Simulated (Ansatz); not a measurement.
Values for one crystal, relaxed and computed with DFT-r²SCAN in the program Ansatz with PAW potentials; other levels are named.

| Quantity | Result |
|---|---|
| Volume per atom | 8.61 Å³ |
| Electronic character | metallic (no gap) |
| Formation energy from the elements (no fitted shifts) | -234 meV/atom |
| Pressure derivative B′ | 4.1 |
| Bulk modulus (Birch–Murnaghan fit) | 155 GPa |
| Density of states at the Fermi level | 0.27 states/eV per atom (mean over ±0.08 eV) |

Problem. Which compound is it?
A. GdZnIn, P6_3/mmc (Gd on 2a, Zn on 2d, In on 2c)
B. GdAl3, P6_3/mmc (Gd on 2c, Al on 6h)
C. Be2Fe, P6_3/mmc (Be on 6h, Be on 2a, Fe on 4f)
D. EuIn2, P6_3/mmc (Eu on 2b, In on 4f)

Solution. C, Be2Fe, P6_3/mmc (Be on 6h, Be on 2a, Fe on 4f)

The workflow started from an entry of the Crystallography Open Database (COD). Whether it is the stable phase at ambient conditions was not checked. The cell was relaxed with r²SCAN under the symmetry of its start; whether a distortion lowers the energy is not shown. Magnetic state: ferromagnetic, chosen from 2 collinear starts compared on coarse meshes (ties went to the first, and starts can fall back to one state), not a proven ground state. Other orbital occupations within this spin state were not tried. The references are the lowest solids computed at this level, not always the standard phases.

Potentials: the later of the program's two PAW sets.
